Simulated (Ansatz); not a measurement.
Computed with Ansatz, DFT PBE, scalar-relativistic, plane waves, PAW. Each cell gets a short relaxation within its symmetry: 420 eV, a coarse mesh through Γ, smearing of 0.2 eV, at most 16 steps to 0.08 eV/Å and 0.8 GPa. No spin polarisation. Energies are free energies per atom, good to about 0.1 eV/atom between metallic cells, end volumes are rough, and groups of ends are read at 0.1 Å.

Two unrelaxed guesses for Mg3Cd2Te3:

A.

Space group P-4m2 (No. 115). a = 4.363 Å, b = 4.363 Å, c = 9.858 Å, α = 90.00°, β = 90.00°, γ = 90.00°
```
atom  site  symmetry       x       y       z
  Mg    2g      2mm. 0.0000  0.5000  0.7525
  Mg    1b      -4m2  0.5000  0.5000  0.0000
  Cd    2g      2mm. 0.5000  0.0000  0.7496
  Te    1d      -4m2  0.0000  0.0000  0.5000
  Te    1a      -4m2  0.0000  0.0000  0.0000
  Te    1c      -4m2  0.5000  0.5000  0.5000
```

B.

Space group P4/mmm (No. 123). a = 5.564 Å, b = 5.564 Å, c = 6.818 Å, α = 90.00°, β = 90.00°, γ = 90.00°
```tsv
atom	site	symmetry	x	y	z
Mg	1a	4/mmm	0.0000	0.0000	0.0000
Mg	2h	4mm	0.5000	0.5000	0.2478
Cd	2g	4mm	0.0000	0.0000	0.3093
Te	2f	mmm.	0.5000	0.0000	0.0000
Te	1d	4/mmm	0.5000	0.5000	0.5000
```

Question: Which is lower as given, and which after relaxing?

Answer: As given, A is lower by 2.41 eV/atom. Relaxed, B is lower by 0.18 eV/atom, so the order turns round. A goes from P-4m2 at 23.5 Å³/atom to P-4m2 at 25.8 Å³/atom and gains 0.07 eV/atom. B goes from P4/mmm at 26.4 Å³/atom to P4/mmm at 32.9 Å³/atom and gains 2.66 eV/atom. The closest pair in A goes from Mg–Cd, Mg–Te and Te–Te at 3.09 Å to Cd–Te and Mg–Cd at 3.19 Å. The closest pair in B goes from Mg–Te at 1.72 Å to Mg–Te at 2.69 Å. At the end: counting Te atoms around Cd and Mg (those within 1.25 times the shortest such distance or 1.15 times the sum of covalent radii, 1.27 where that leaves under three; a plus sign parts nearer from farther groups; the shortest distance is added where it exceeds 1.18 times the sum of covalent radii; a slash parts the counts of unlike sites), A has Mg 4 from 3.3 Å/6, Cd 6 and B has Mg 4/1+4, Cd 8 from 4.0 Å. The lowest end among all the guesses of this search lies 0.23 eV/atom under the better of the two.

These runs have no spin–orbit coupling, which can matter for Te.
